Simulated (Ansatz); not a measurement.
Relaxed candidate structures of Ba(P₂Au)₂:

A. R-3m, hexagonal axes (No. 166), hR7; a = b = 5.4922 Å, c = 16.1985 Å, α = β = 90.00°, γ = 120.00°; Au 6c (0.000, 0.000, 0.304); Ba 3a (0.000, 0.000, 0.000); P 9d (0.500, 0.500, 0.500); P 3b (0.000, 0.000, 0.500)

B. Fddd, origin choice 1 (No. 70), oF56; a = 6.460 Å, b = 9.067 Å, c = 22.283 Å, α = 90.00°, β = 90.00°, γ = 90.00°; Ba 8a (0.000, 0.000, 0.000); P 32h (0.061, 0.113, 0.579); Au 16g (0.000, 0.000, 0.164)

C. P4/mmm (No. 123), tP7; a = b = 5.2927 Å, c = 5.7237 Å, α = β = γ = 90.00°; Au 1a (0.000, 0.000, 0.000); Au 1b (0.000, 0.000, 0.500); Ba 1c (0.500, 0.500, 0.000); P 4i (0.000, 0.500, 0.322)

Task: Order them by energy per atom (lowest first) at the level r2SCAN (plane waves to 500 eV, PAW, scalar-relativistic; Ansatz, an electronic-structure program).

Result: B (reference, the lowest among the structures calculated here), C (+0.59 eV/atom), A (+0.84 eV/atom)

Task: Give each candidate's band gap.

Result: No gap: A, C. B: 0.50 eV (no spin-orbit coupling).

Each run could gain symmetry but not lose that of its start, so entries can be saddle points. From databases, or of a type measured for this composition: Fddd, oF56; the others are generated cells (placed on structure types, drawn at random, substituted or restacked) that were not matched to a known phase here. Static energies at zero pressure. The runs use different k-meshes, so differences are rounded accordingly. No spin polarisation in the result. Spin-orbit coupling is missing; with elements this heavy it can move band edges by tenths of an eV or more. Gaps of cells over 8 atoms come from the SCF mesh and high-symmetry points alone.
